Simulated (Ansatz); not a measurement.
Ansatz (an electronic-structure program) input:

Ansatz 0.2 input:
```yaml
crystal:
  lattice:
    - [0.0, 5.8852328329, 5.8852328329]
    - [5.8852328329, 0.0, 5.8852328329]
    - [5.8852328329, 5.8852328329, 0.0]
  atoms:
    - { symbol: Si, position: [0.5701432418, 0.2895702745, 0.5701432418] }
    - { symbol: Si, position: [0.9604297255, 0.6798567582, 0.6798567582] }
    - { symbol: Si, position: [0.5701432418, 0.5701432418, 0.2895702745] }
    - { symbol: Si, position: [0.6798567582, 0.9604297255, 0.6798567582] }
    - { symbol: Si, position: [0.5701432418, 0.5701432418, 0.5701432418] }
    - { symbol: Si, position: [0.6798567582, 0.6798567582, 0.6798567582] }
    - { symbol: Si, position: [0.2895702745, 0.5701432418, 0.5701432418] }
    - { symbol: Si, position: [0.6798567582, 0.6798567582, 0.9604297255] }
kpoints:
  mp_grid: { grid: [4, 4, 4] }
hamiltonian:
  xc: r2scan
  pseudopotentials: { kind: paw }
scf:
  occupations: { method: fixed }
checkpoint: { read: static.run }
output: { bader: true, populations: true }
```

Output (shortened):

```
Pseudopotential: Si, paw, valence charge 4
Functional definition: r2SCAN
Crystal: 8 atoms, lattice volume = 407.681 Å³
Basis set: ecut = 500 eV, 10417 PW (Γ), exchange–correlation on 256×256×256 points (64 copies of the dense FFT grid, shifted against one another)
Bands: 24, of which v1, the nominal top of the filled ones, is band 16 counted from 1 (15 counted from 0)
Symmetry: 48 space group operations
Space group: Fd-3m (ITA 227), of the structure as read, at distance tolerance 7.4e-5 Å
k-points: 8 of 64
Stability of the state it starts from, as read at its close in the unpolarized treatment …
iter 1 solved again at ethr=2.54e-6 eV; its pass at ethr=3.10e-3 eV (dr2=8.13e-4 eV) is discarded
SCF iter   1: F=—  HF=-5103.567826 eV  |F-HF|=—  |Δ(HF+E_count)|=         —  Δρ=8.75e-7  dr2=2.80e-9  dr2_τ=9.26e-11  ethr=2.54e-6  ⟨swp⟩=3.4  Hψ=1515  notcnv=0  defer=47
preconditioner: auto → Resta (q_TF=auto, 1.785 Å⁻¹)
SCF iter   2: F=—  HF=-5103.567721 eV  |F-HF|=—  |Δ(HF+E_count)|=   1.06e-4  Δρ=4.25e-7  dr2=7.85e-10  dr2_τ=8.59e-11  ethr=8.76e-12  ⟨swp⟩=14.9  Hψ=1453  notcnv=0
SCF iter   3: F=-5103.567721 eV  HF=-5103.567721 eV  |F-HF|=2.56e-10  |Δ(HF+E_count)|=  2.22e-10  Δρ=2.84e-7  dr2=3.13e-10  dr2_τ=1.02e-11  ethr=2.45e-12  ⟨swp⟩=1.0  Hψ=430  notcnv=0
SCF 1 converged in 3 iterations: F = -5103.567721 eV  dr2 = 3.13e-10
SCF converged after 3 iterations
Free energy (F): -5103.567721 eV
Harris-Foulkes:  -5103.567721 eV  (|F-HF|=2.56e-10)
Internal energy: -5103.567721 eV  (E = F + TS)
E sigma→0 (E₀):  -5103.567721 eV
Fermi energy:    0.352188 eV
--- Per-component energies (eV) ---
  E_band       = -181.747313
  E_kinetic    = 320.005801
  E_local      = -1305.209362  (includes V_loc(G=0)·N_el)
  E_nonlocal   = 198.292055
  E_hartree    = 499.690816
  E_xc         = -405.924475
  E_vxc        = -391.675150  (∫ρ·V_xc dr)
  E_paw        = -4155.609309  (= ΣΔE_a)
  E_vpaw       = -19.559276  (= ΣTr[D̂ρ^β])
  E_aug_tail   = 0.000035  (compensation charges beyond the density's cutoff)
  E_vtau       = 17.017152  (kinetic-family band-sum trace: ∫τ·v_τ [+ j·A + Jᵃ·Aᵃ] dr)
  E_ewald      = -254.201817
  E_core_change = -0.611464  (= ΣΔE_core)
  E_smearing   =  0.000000  (= −TS)
  E_closure    =  0.000000  (closes the sum)
  Σ components = -5103.567721   (vs F -5103.567721, Δ=0.00e0)
  [band-id]    e_kinetic+e_local+e_nonlocal+2·e_hartree+e_vxc+e_vpaw+e_augmentation_tail+e_vtau = -181.747114   (vs E_band -181.747313, Δ=2.00e-4)
--- Band table (eV; the first three rows and the last of 8) ---
  k-point 0: bands = ["-13.2597", "-12.4528", "-9.0460", "-9.0460", "-9.0460", "-6.1957", "-5.7629", "-5.7629", "-5.7629", "-2.7912", "-2.7912", "-2.7912", "-2.2421", "-2.2421", "0.3522", "0.3522", "0.4610", "0.4610", "0.4610", "1.3106", "1.3106", "1.3106", "1.3966", "2.6262"]
  k-point 1: bands = ["-13.1941", "-12.5657", "-9.0539", "-9.0539", "-8.8332", "-6.8374", "-5.6907", "-5.6907", "-5.0549", "-3.2354", "-3.0455", "-3.0455", "-2.0328", "-2.0328", "-0.2948", "-0.2948", "0.7074", "0.7074", "0.7202", "1.3147", "1.5308", "2.1075", "2.1075", "3.0245"]
  k-point 2: bands = ["-13.0979", "-12.7062", "-9.0616", "-9.0616", "-8.5529", "-7.2865", "-5.6123", "-5.6123", "-4.2908", "-3.9608", "-3.2406", "-3.2406", "-1.8825", "-1.8825", "-0.5932", "-0.5932", "0.7329", "0.7329", "0.8566", "1.3188", "1.9266", "3.1834", "3.3973", "3.3992"]
  k-point 7: bands = ["-12.9161", "-12.9161", "-9.0780", "-9.0780", "-7.9687", "-7.9687", "-5.4482", "-5.4482", "-4.0333", "-4.0333", "-3.5535", "-3.5535", "-1.4205", "-1.4205", "-1.3196", "-1.3196", "0.8787", "0.8787", "1.7196", "1.7196", "2.5995", "2.5995", "2.6098", "2.6098"]
--- Löwdin populations: 8 sites ---
  site symbol       q [e]
     0     Si      3.9245
     1     Si      3.9245
     2     Si      3.9245
     3     Si      3.9245
     4     Si      3.9245
     5     Si      3.9245
     6     Si      3.9245
     7     Si      3.9245
  spilling = 0.018875 (of n_electrons = 32.000000)
--- Bader charges: 8 sites ---
  site symbol  charge [e]  shift [e]
     0     Si      0.0000     0.0000
     1     Si      0.0000     0.0000
     2     Si      0.0000     0.0000
     3     Si      0.0000     0.0000
     4     Si      0.0000     0.0000
     5     Si      0.0000     0.0000
     6     Si      0.0000     0.0000
     7     Si      0.0000     0.0000
  shift: an alarm, by how much a part of what the PAW files miss would move the charge. Where it is large, compare
  with a run on PAW files of another source; a small one proves nothing
  estimated error of the sums over rays = 3.6e-5 e
```

Cost: about 110 core-seconds (a rough figure) on shared cores.

The start of the workflow was typed in or built on a structure type. Its sites differ from those of the usual phase in this space group: another stacking or structure type. The r²SCAN relaxation kept the symmetry of its start. At this level the phase is mechanically unstable. The volume moved by 40 % from the start of the relaxation.

Potentials: the later of the program's two PAW sets.

Ansatz is a plane-wave DFT program.
